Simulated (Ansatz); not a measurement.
SrO (rock salt, Fm-3m), plane-wave PAW LDA (Ansatz code): ε∞ = 3.87, cell volume 32.48 Å³. Infrared-active transverse modes:

```json
[
 {"ω_TO (cm⁻¹)": "215.8", "oscillator strength S_xx (e²/amu)": "0.4521"}
]
```

Question: Compute the static dielectric constant.

Answer: Each mode adds (4.921e7/V) S/ω²: 14.70. So ε0 = 18.6.

Question: What LO frequency does the Lyddane–Sachs–Teller relation give?

Answer: ω_LO = ω_TO √(ε0/ε∞) = 473 cm⁻¹.

The cell was relaxed with LDA under the symmetry of its start. Spin–orbit coupling is left out wherever it is not named.

Potentials: the earlier of the program's two PAW sets. The files were generated under PBE; for other functionals the program regenerates the frozen cores, and for LDA and PBEsol the local potential too.
